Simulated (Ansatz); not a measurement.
NaTaO$_{3}$:
```cif
data_Na2O6Ta2
_chemical_formula_sum 'Na2 Ta2 O6'
_space_group_name_H-M_alt 'P 1'
_space_group_IT_number 1
_cell_length_a 5.48498
_cell_length_b 5.48498
_cell_length_c 3.95405
_cell_angle_alpha 90.000
_cell_angle_beta 90.000
_cell_angle_gamma 90.000
loop_
_space_group_symop_operation_xyz
  'x, y, z'
loop_
_atom_site_label
_atom_site_type_symbol
_atom_site_fract_x
_atom_site_fract_y
_atom_site_fract_z
_atom_site_occupancy
Na1 Na 0.00000 0.50000 0.50000 1
Na2 Na 0.50000 0.00000 0.50000 1
Ta1 Ta 0.00000 0.00000 0.00000 1
Ta2 Ta 0.50000 0.50000 0.00000 1
O1 O 0.69961 0.19961 0.00000 1
O2 O 0.30039 0.80039 0.00000 1
O3 O 0.80039 0.69961 0.00000 1
O4 O 0.19961 0.30039 0.00000 1
O5 O 0.00000 0.00000 0.50000 1
O6 O 0.50000 0.50000 0.50000 1
```

Relaxed with PBEsol. DFT-PBEsol in the program Ansatz with PAW potentials gives a gap of 2.31 eV.

### Question
What gap does HSE06 give on the same cell (Ansatz, PAW)?

### Answer
3.78 eV, 1.47 eV more. The hybrid was solved on a coarser mesh and at special points; its gap is the smallest among all of these.

```csv
k,v1 PBEsol,c1 PBEsol,v1 HSE06,c1 HSE06
Γ,-0.55,2.31,-0.59,3.78
Z,0.00,2.69,___,___
M,-0.78,2.45,-0.85,3.93
A,-0.07,4.96,___,___
R,-0.45,4.78,___,___
X,-0.59,3.80,___,___
```

### Question
Top valence (v1) and lowest conduction level (c1) in eV from each method's valence maximum (which need not be a listed point): supply the withheld HSE06 values.

### Answer

- Z, v1 HSE06: 0.00
- Z, c1 HSE06: 4.18
- A, v1 HSE06: -0.07
- A, c1 HSE06: 6.58
- X, v1 HSE06: -0.64
- X, c1 HSE06: 5.31
- R, v1 HSE06: -0.47
- R, c1 HSE06: 6.39

Cost on shared cores: the PBEsol run (SCF on a 5×5×7 mesh, then bands and DOS) about 110 core-seconds (a rough figure), the HSE06 run (SCF on 3×3×4, then a few points) very roughly 5 core-minutes; the tasks are unlike.

Space group P4/mbm. The first step of the workflow began from a Materials Project structure, measured or hypothetical; the Crystallography Open Database files this formula in space group No. 127, but the cells were not matched. Whether it is the stable phase at ambient conditions was not checked. Symmetry was held in the PBEsol relaxation; whether a distortion lowers the energy is not shown. The run is not spin-polarised. Scalar-relativistic: spin–orbit coupling is off unless named, which matters more the heavier the elements.

Potentials: the later of the program's two PAW sets.
